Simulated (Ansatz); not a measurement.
SiCO4 in space group I-4 (No. 82; Si on 2a, C on 2c, O on 8g), DFT-PBE in the program Ansatz with PAW potentials. The conduction-band minimum lies at Γ, with 1 equivalent valley. Second derivatives d²E/dk² of the lowest band at one valley (eV·Å²), along Cartesian directions:

| direction | d²E/dk² |
|---|---|
| [100] | 13.47 |
| [010] | 13.47 |
| [001] | 13.74 |
| [110] | 13.47 |
| [101] | 13.60 |
| [011] | 13.60 |

Q: Find the principal effective masses, the density-of-states mass and the conductivity mass.

A: Off-diagonal terms follow from H_xy = H[110] − (H_xx + H_yy)/2, and m*/mₑ = 7.620 eV·Å² over each eigenvalue: 0.55, 0.57, 0.57. One valley's DOS mass (m₁m₂m₃)^(1/3) = 0.56, conductivity mass 3/(Σ 1/mᵢ) = 0.56 mₑ.

Q: What effective density of states Nc follows at 300 K for parabolic valleys?

A: Nc = 2.509e19 × 1 × (0.56)^(3/2) ≈ 1.1e19 cm⁻³.

The start of the workflow was typed in or built on a structure type; neither database checked (COD, Materials Project) lists it. Whether it is the stable phase at ambient conditions was not checked. Symmetry was held in the PBE relaxation; its stability against distortions is not shown here. The volume moved by 18 % from the start of the relaxation.

Potentials: the earlier of the program's two PAW sets.

Edges and masses are those of Kohn–Sham bands, whose gap is no quasiparticle gap.
